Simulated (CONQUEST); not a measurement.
Small calculations from the output for Zn₃CdS₄ (P-43m, 8 atoms in the cell; from Materials Project mp-981379, lattice scaled a little)

```
CELL_PARAMETERS angstrom
      5.55344     0.00000     0.00000
      0.00000     5.55344     0.00000
      0.00000     0.00000     5.55344
ATOMIC_POSITIONS crystal
  Zn 0.00000 0.50000 0.50000
  Zn 0.50000 0.00000 0.50000
  Zn 0.50000 0.50000 0.00000
  Cd 0.00000 0.00000 0.00000
  S  0.26268 0.26268 0.26268
  S  0.26268 0.73732 0.73732
  S  0.73732 0.73732 0.26268
  S  0.73732 0.26268 0.73732
```

Computed with CONQUEST 1.3 with PBEsol, numerical atomic orbitals double-zeta with polarisation (the shipped basis), PseudoDojo norm-conserving potentials made for PBEsol.

Main settings: basis = DZP; Diag.MPMeshX, Y, Z = 5 5 5; potentials = PseudoDojo norm-conserving PBEsol; Grid.GridCutoff = 175 Ha; DM.SolutionMethod = diagon; Diag.kT = 0.0001 Ha; Diag.GammaCentred = true; minE.SCTolerance = 1.0e-06.

The program uses no crystal symmetry, so grid and mesh can part values that symmetry would make equal. The atom-centred basis is finite, which shifts total energies, pressures and forces against plane waves. The structure comes from a collection of computed structures, made at another level of theory; the collection holds predicted forms beside known ones. Its lattice was then scaled.

The cell was also run at V = 169.559 Å³ (F = -23025.12503 eV, P = -0.48 GPa) and V = 172.985 Å³ (F = -23025.10032 eV, P = -1.76 GPa), scaled uniformly; the base has V = 171.272 Å³, P = -1.14 GPa and F₀ = -23025.11620 eV.

Check the pressure against the energies, and estimate the bulk modulus and the volume of zero pressure.

P = −dF/dV ≈ −(0.02471 eV)/(3.426 Å³) = -0.00721 eV/Å³; times 160.218 GPa per eV/Å³ this is -1.16 GPa, against -1.14 GPa from the stress tensor. B = −V dP/dV ≈ −171.272 × (-1.28 GPa)/(3.426 Å³) = 64 GPa at this volume. The curvature of the energies, B = V (F₊ + F₋ − 2F₀)/(ΔV/2)², gives 66 GPa. To first order the pressure vanishes at V0 ≈ V(1 + P/B) = 168.22 Å³, so all lengths change by about -0.60 %. Shape and fractional positions were held, which usually makes B too large where they are free.

The lattice vector along x was scaled by 0.99 and 1.01. Diagonal stress (xx, yy, zz; GPa, positive for compression): -0.25, -0.56, -0.56 at 0.99 and -1.94, -1.67, -1.67 at 1.01. Free energies at 0.99, 1 and 1.01: -23025.1239, -23025.1162, -23025.0993 eV; V = 171.27 Å³.

Estimate the stress-strain coefficients for strain along x.

With compression positive, C = −Δσ/Δε and Δε = 0.02: xx–xx: −(-1.94 − (-0.25))/0.02 = 84 GPa; yy–xx: −(-1.67 − (-0.56))/0.02 = 55 GPa; zz–xx: −(-1.67 − (-0.56))/0.02 = 55 GPa. From the energies, (F₊ + F₋ − 2F₀)/(V ε²) = 0.0092 eV/(171.27 Å³ × 10⁻⁴) × 160.218 = 86 GPa for the first kind of constant. They agree to within 2 %. These are clamped-ion values at the base cell's own pressure; letting the atoms relax lowers them where positions are free.

Atom 2 (Zn, mass 65.38 u) was moved by −0.04 and +0.04 Å along x. The force on it along x was 0.247 and -0.247 eV/Å, and the free energy of the cell changed by 4.86 and 4.86 meV.

Find the force constant in two ways and the frequency of this atom against fixed neighbours.

From the forces, k = −(F₊ − F₋)/(2u) = −(-0.247 − (0.247))/0.080 = 6.17 eV/Å². From the energies, k = (ΔE₊ + ΔE₋)/u² = 0.00972 eV/(0.04 Å)² = 6.08 eV/Å². They agree to within 2 %. With ν = 15.633 THz × √(k/m) for k in eV/Å² and m in u, ν = 4.8 THz (160 cm⁻¹). All periodic images move together and the other atoms are held, so this is no normal mode of the crystal.
